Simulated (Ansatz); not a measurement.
# One input, then a changed one: Ru (sc type)

First run: DFT, PBEsol, norm-conserving pseudopotentials, Ansatz's default files, scalar-relativistic (Ansatz 0.2.0).

Command: `ansatz run input.yaml --threads 1 --pin off --max-ram 2048MiB --backend cpu --events-out ev --progress --plain --runs-dir out` It took 3 s on 1 thread of Intel(R) Xeon(R) Platinum 8259CL CPU @ 2.50GHz (Skylake/Cascade Lake) (shared host), peak memory 0.34 GiB.

```yaml
crystal:
  lattice:
    - [2.2540683885, 0.0, 0.0]
    - [0.0, 2.2540683885, 0.0]
    - [0.0, 0.0, 2.2540683885]
  atoms:
    - { symbol: Ru, position: [0.0, 0.0, 0.0] }
kpoints:
  mp_grid: { grid: [15, 15, 15] }
scf:
  occupations: { method: fermi_dirac, width: 0.1 }
hamiltonian:
  xc: pbesol
  pseudopotentials: { kind: nc }
output:
  forces: true
  stress: true
  eigenvalues: true
```

The cell comes from a relaxation on PAW files under the same functional, begun from a prototype that needn't be the stable phase.

This run: volume at 0.75 of the series' base cell.

It converges in 6 SCF iterations at a pressure of 140.0 GPa, cutoff 1143 eV.

The input is then changed:

```diff
   eigenvalues: true
+accuracy: low
+basis:
+  ecutwfc: "300 eV"
```

**Question.** Predict the outcome of the changed run.

**Answer.** It converges in 6 SCF iterations at a pressure of 164.9 GPa, cutoff 300 eV, free energy +34.29 eV/atom against the first run's. More than one line changes, and not each need have an effect. Some of the changed settings are coarser than converged work would use. Results part of its log:
```
Warning: basis.ecutwfc = 300 eV is below the records' recommended 1142.878222 eV, and the density's cutoff is lower with it unless basis.ecutrho_ratio is high enough to keep the records' density cutoff: compare with a run at a higher cutoff
SCF 1 converged in 6 iterations: F = -2712.232320 eV  dr2 = 1.73e-9
SCF converged after 6 iterations
Free energy (F): -2712.232320 eV
Harris-Foulkes:  -2712.232320 eV  (|F-HF|=3.23e-10)
Internal energy: -2712.204853 eV  (E = F + TS)
E sigma→0 (E₀):  -2712.218587 eV
Entropy (-TS):   -0.027467 eV (-27.467 meV/atom)
Fermi energy:    30.672077 eV
--- Per-component energies (eV) ---
  E_band       = 21.234008
  E_kinetic    = 850.648718
  E_local      = -1338.858666  (includes V_loc(G=0)·N_el)
  E_nonlocal   = 223.182162
  E_hartree    = 333.309781
  E_xc         = -460.425049
  E_vxc        = -380.357898  (∫ρ·V_xc dr)
  E_ewald      = -2320.061799
  E_smearing   = -0.027467  (= −TS)
  E_closure    = 0.000000  (closes the sum)
  Σ components = -2712.232320   (vs F -2712.232320, Δ=0.00e0)
--- Forces (eV/Å), atoms counted from 1 ---
  atom   1  Ru    -0.00000000    -0.00000000    -0.00000000
  max |Σ_I F_I| component: 3.88e-26 eV/Å
--- Stress (GPa, compression-positive) ---
      164.869550       0.000000       0.000000
        0.000000     164.869550       0.000000
        0.000000       0.000000     164.869550
  P = ⅓ Tr σ = 164.8695 GPa (1648.695 kbar)
--- Band table (eV; the first three rows and the last of 120) ---
  k-point 0: bands = ["-42.6355", "-16.4284", "-16.4284", "-16.4284", "21.5285", "21.5285", "22.1362", "33.2948", "33.2948", "33.2948", "48.8090", "48.8090"]
  k-point 1: bands = ["-42.0939", "-16.4497", "-16.3664", "-16.3664", "21.9421", "22.2306", "22.4304", "33.3176", "33.3176", "33.3229", "48.1327", "49.2241"]
  k-point 2: bands = ["-42.0322", "-16.7663", "-16.3408", "-16.3408", "22.0671", "22.5777", "23.1802", "32.5768", "32.5768", "33.4045", "46.4976", "50.2618"]
  k-point 119: bands = ["-40.5767", "-18.1080", "-18.1080", "-18.1015", "22.5236", "22.6127", "22.6127", "36.6012", "36.6012", "38.1109", "45.7700", "46.6366"]
settings of this run that can trade accuracy for cost: basis.ecutrho_ratio < 4; accuracy: low. Do not mix this run's numbers with those of runs without the same settings; the input reference describes each key
```
